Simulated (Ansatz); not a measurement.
Exchange couplings of MnAl$_{3}$

Method: DFT PBE, scalar-relativistic, plane waves, PAW in Ansatz.

```yaml
crystal:
  lattice:
    - [0.00000, 3.03935, 3.03935]
    - [3.03935, 0.00000, 3.03935]
    - [3.03935, 3.03935, 0.00000]
  atoms:
    - { symbol: Al, position: [0.25000, 0.25000, 0.25000] }
    - { symbol: Al, position: [0.75000, 0.75000, 0.75000] }
    - { symbol: Al, position: [0.50000, 0.50000, 0.50000] }
    - { symbol: Mn, position: [0.00000, 0.00000, 0.00000] }
```

```json
{"plane-wave cutoff": "420 eV", "Γ-centred k-mesh": "12×12×12", "occupation rule": "Fermi–Dirac smearing, 0.05 eV", "list of starting moments (μB, in atom order)": "0 0 0 4", "check for lower electronic states after the SCF": "on"}
```

Converged site moments (μB): Mn +1.53. Site moments are spin moments in atom-centred spheres that scale with the neighbour distance. Atoms are counted from 1 in the order above. Couplings come from the magnetic force theorem on a 10×10×10 mesh, for E = −Σ J e·e over ordered pairs of unit vectors, so positive J favours parallel moments. In a metal they are rough on such a mesh.

```csv
atom,partner,distance (Å),J (meV),count
Mn4,Mn4,4.30,-5.08,12
Mn4,Mn4,6.08,-2.42,6
Mn4,Mn4,7.45,1.72,24
Mn4,Mn4,8.60,1.33,12
Mn4,Mn4,9.61,0.08,24
Mn4,Mn4,10.53,0.29,8
```

Problem. What ordering temperature follows from the couplings (all within the mesh's reach), and for which order?

Solution. With all couplings within the mesh's reach, farther shells too, the ordering temperature for classical moments is 300 K in mean field, which tends to overestimate it. It belongs to the order with wave vector (0.00, 0.00, -0.50) in units of the cell's reciprocal vectors, which these couplings favour, so the state that was run needn't be the lowest (a margin of a few per cent between wave vectors isn't resolved by couplings this rough).

Cost: 1 run of about 1.6 core-minutes, on Intel Xeon Processor @ 2.70GHz (shared hosts).